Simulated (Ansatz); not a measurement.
Be (hcp, Mg type)

```xyz
2
Lattice="2.2637 0.0000 0.0000 -1.1319 1.9604 0.0000 0.0000 0.0000 3.5639" Properties=species:S:1:pos:R:3 pbc="T T T"
Be     0.0000     1.3070     2.6729
Be     1.1319     0.6535     0.8910
```

The slice is a (0001) plane (indices of the conventional cell) through the point (0.333, 0.667, 0.750) (fractional), spanned by u = [110] and v = [1 -1 0] in vectors of this cell: u (2.26 Å) and v (3.92 Å, at 90° to u). It covers one period; positions are fractions (u, v).

These are r2SCAN (plane waves to 500 eV, PAW, scalar-relativistic; Ansatz, a first-principles code) values and carry that method's errors. k mesh 23×23×13. These are valence fields of a PAW run, semicore shells included where kept as valence: close to a nucleus they are smooth pseudo fields. Be was relaxed with its symmetry unable to fall.

What is the valence density on the shortest Be–Be line in this plane (2.26 Å), at its midpoint?

0.26 e/Å³.

The ELF has a maximum in the middle third of the Be–Be line. Where, and how high?

0.62, 1.1 Å from Be.

Sketch the valence electron density on this plane as a map.


```
|-+#@@@@@@@#+|
|*#%@@@@@@@%#|
|%%@@@@@@@@@%|
|%%@@@@@@@@@%|
|%%@@@@@@@@@%|
|%%%@@@@@@@%%|
|%%%@@@@@@@%%|
|%%%%%###%%%%|
|%@@%#=-=#%@@|
|@@@%*- -*%@@|
|@@@@#+-+#@@@|
|@@@@%#*#%@@@|
|@@@@@%%%@@@@|
|@@@@@%%%@@@@|
|@@@@@%%%@@@@|
|@@@@%%%%%@@@|
|@@@@%%%%%@@@|
|##%%%%%%%%%#|
|-=#%@@%@@%#=|
| -*%@@@@@%*-|
```
Scale: ten equal steps from -1.31 (start of ' ') to -0.53 (end of '@'), in the order ' .:-=+*#%@'. Values: log₁₀ of the valence density in e/Å³. The map has 12 points along u (one character each, u = 0 at the left) and 20 along v (v = 0 in the bottom row). The scale is logarithmic, as a density can span decades between atoms and voids.
